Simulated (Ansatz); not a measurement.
# Scan of one atom of the cell for TaAs (NbAs type, space group I4_1md)

Relaxed TaAs (NbAs type, space group I4_1md):

```xyz
4
Lattice="-1.7316 1.7316 5.8674 1.7316 -1.7316 5.8674 1.7316 1.7316 -5.8674" Properties=species:S:1:pos:R:3 pbc="T T T"
Ta     0.0000     0.0000    11.7244
Ta     0.0000     1.7316     2.9234
As     0.0000     0.0000     4.8920
As     1.7316     0.0000     1.9583
```

Scan: atom 4 (As, nearest neighbour Ta at 2.622 Å; its periodic images, 3.5 Å or more away, move with it) is displaced along Cartesian x, direction (1.000, 0.000, 0.000) in Cartesian axes, by s. The other atoms stay.

The numbers are results of PBE (plane waves to 420 eV, PAW, scalar-relativistic; Ansatz, a first-principles code), not measurements. k mesh 15×15×15 (Γ-centred), Fermi-Dirac smearing 0.05 eV. Energies are smeared free energies. Compression counts positive. With partly filled bands, energies and forces of such displacements shift with the k mesh and the smearing. F∥ is the force on the atom along that direction. F⊥ is the part of the force across the line. At this level the bands of TaAs touch or barely overlap. Spin-orbit coupling is left out, though Ta is heavy. TaAs is run without spin polarisation. TaAs was relaxed with its symmetry unable to fall. The PAW data are Ansatz's earlier set. The zero of ΔE is the undisplaced structure.

| s (Å) | ΔE (meV/cell) | |F⊥| (eV/Å) | P (GPa) | F∥ (eV/Å) |
|---|---|---|---|---|
| -0.790 | 4598 | 0.296 | 30.1 | 10.759 |
| -0.632 | 3000 | 0.133 | 20.1 | 9.375 |
| -0.474 | 1677 | 0.054 | 11.7 | 7.267 |
| -0.316 | 726 | 0.019 | 5.3 | 4.742 |
| -0.158 | 175 | 0.002 | 1.3 | 2.258 |
| 0.000 | 0 | 0.000 | 0.0 | 0.000 |
| 0.158 | 175 | 0.002 | 1.3 | -2.258 |
| 0.316 | 726 | 0.019 | 5.3 | -4.742 |
| 0.474 | 1677 | 0.054 | 11.7 | -7.267 |
| 0.632 | 3000 | 0.133 | 20.1 | -9.375 |
| 0.790 | 4598 | 0.296 | 30.1 | -10.759 |

What the scan shows:

The energy at s = 0.790 Å comes out as 4598 meV/cell, the force along the line at s = -0.790 Å comes out as 10.8 eV/Å and the force constant k = d²E/ds² at s = 0 (finite differences) is 14.1 eV/Å². Symmetry of the curve: even: the same for both signs. Shape of the curve: a single well with its minimum at or next to zero displacement. Harmonic estimate at the end of the scan: ½ks² = 4385 meV/cell against the computed 4598 meV/cell, so the well is close to harmonic there.

The 11 points together took very roughly 30 core-minutes.

(For displaced atoms, the force is minus the slope of the energy, and its curvature is a force constant, which sets phonon frequencies.)
